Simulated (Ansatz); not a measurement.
GaSnO3:
Space group P4mm (No. 99); a = b = 3.5797 Å, c = 4.7386 Å, α = β = γ = 90.00°

```
atom  site  symmetry       x       y       z
----  ----  --------  ------  ------  ------
Ga      1b       4mm  0.5000  0.5000  0.6089
Sn      1a       4mm  0.0000  0.0000  0.1861
O       2c      2mm.  0.0000  0.5000  0.4512
O       1b       4mm  0.5000  0.5000  0.9928
```

Relaxed with r²SCAN+D4.

Q: Which orbitals make up the states near the Fermi level in plane-wave PAW r²SCAN+D4 (Ansatz code)?

A: Within 0.5 eV of the Fermi level: O 2p 45 %, Sn 5s 34 %, Sn 5p 16 %. Projections are on Löwdin-orthogonalised atomic valence shells; empty p or d shells of many metals are not among them.

Q: Tabulate the density of states.

A: States/eV per cell of 5 atoms, in 0.25 eV bins, energy from the Fermi level.

```csv
E (eV),total,O 2p,Sn 5p,Sn 5s
-7.85,3.17,1.78,0.02,0.90
-7.60,1.46,0.81,0.01,0.39
-7.35,0.72,0.43,0.01,0.12
-7.10,0.72,0.45,0.01,0.09
-6.85,1.28,0.85,0.04,0.10
-6.60,1.91,1.37,0.10,0.08
-6.35,1.60,1.19,0.11,0.04
-6.10,2.70,1.96,0.34,0.03
-5.85,2.86,2.10,0.30,0.04
-5.60,2.43,1.81,0.25,0.03
-5.35,2.33,1.75,0.25,0.04
-5.10,3.36,2.55,0.29,0.07
-4.85,1.40,1.03,0.11,0.06
-4.60,1.56,1.20,0.12,0.05
-4.35,2.18,1.72,0.16,0.05
-4.10,2.89,2.31,0.21,0.05
-3.85,3.27,2.68,0.23,0.04
-3.60,3.43,2.91,0.20,0.03
-3.35,2.66,2.33,0.12,0.01
-3.10,3.91,3.49,0.16,0.02
-2.85,6.09,5.54,0.20,0.05
-2.60,5.96,5.66,0.08,0.02
-2.35,5.34,5.15,0.04,0.00
-2.10,1.81,1.74,0.01,0.00
-1.85,1.37,1.29,0.02,0.03
-1.60,0.25,0.14,0.04,0.06
-1.35,0.28,0.10,0.06,0.10
-1.10,0.42,0.15,0.09,0.15
-0.85,0.55,0.21,0.11,0.20
-0.60,0.68,0.28,0.13,0.24
-0.35,0.83,0.35,0.15,0.29
-0.10,1.14,0.50,0.19,0.39
0.15,1.54,0.71,0.24,0.53
0.40,0.93,0.43,0.14,0.32
0.65,0.71,0.33,0.10,0.25
0.90,0.56,0.27,0.08,0.20
1.15,0.10,0.05,0.01,0.04
1.40,0.00,0.00,0.00,0.00
1.65,0.00,0.00,0.00,0.00
1.90,0.00,0.00,0.00,0.00
2.15,0.00,0.00,0.00,0.00
2.40,0.00,0.00,0.00,0.00
2.65,0.00,0.00,0.00,0.00
2.90,0.00,0.00,0.00,0.00
3.15,0.00,0.00,0.00,0.00
3.40,0.05,0.01,0.03,0.01
3.65,0.11,0.01,0.05,0.01
3.90,0.34,0.05,0.12,0.03
4.15,0.57,0.09,0.20,0.04
4.40,0.89,0.15,0.30,0.07
4.65,2.41,0.38,0.80,0.23
```

The start of the workflow was typed in or built on a structure type; neither database checked (COD, Materials Project) lists it. Whether it is the stable phase at ambient conditions was not checked. The r²SCAN+D4 relaxation kept the symmetry of its start; its stability against distortions is not shown here. With an odd number of electrons in the cell and no spin polarisation, the count alone makes it a metal. Spin–orbit coupling is left out wherever it is not named.

Potentials: the earlier of the program's two PAW sets. The files were generated under PBE; for other functionals the program regenerates the frozen cores, and for LDA and PBEsol the local potential too.
